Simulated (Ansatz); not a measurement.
GaAs:
```yaml
crystal:
  lattice:
    - [0.00000, 2.87224, 2.87224]
    - [2.87224, 0.00000, 2.87224]
    - [2.87224, 2.87224, 0.00000]
  atoms:
    - { symbol: As, position: [0.75000, 0.75000, 0.75000] }
    - { symbol: Ga, position: [0.00000, 0.00000, 0.00000] }
```

Relaxed with PBE. Special points in fractions of this cell's reciprocal vectors: Γ (0.000, 0.000, 0.000); X (0.500, 0.000, 0.500); U (0.625, 0.250, 0.625); K (0.375, 0.375, 0.750); L (0.500, 0.500, 0.500); W (0.500, 0.250, 0.750).

Problem. List the band energies nearest the valence-band maximum at these points for PBE in the plane-wave PAW code Ansatz.

Solution. In eV from the valence-band maximum; about four levels below and three above (degenerate sets whole), none deeper than 8.9 eV; points with the same levels are listed once.

| k | below | above |
|---|---|---|
| Γ | 0.00 0.00 0.00 | 0.16 3.72 3.72 3.72 |
| X | -6.60 -2.51 -2.51 | 1.56 1.68 9.80 9.80 |
| U | -6.42 -3.61 -2.12 | 1.99 4.53 7.70 |
| L | -6.38 -1.07 -1.07 | 0.87 4.63 4.63 |
| W | -6.43 -3.31 -3.12 | 4.40 4.70 5.26 |

Space group F-43m (zinc blende). The cell was relaxed with PBE under the symmetry of its start. Spin–orbit coupling is left out wherever it is not named.

Potentials: the later of the program's two PAW sets.
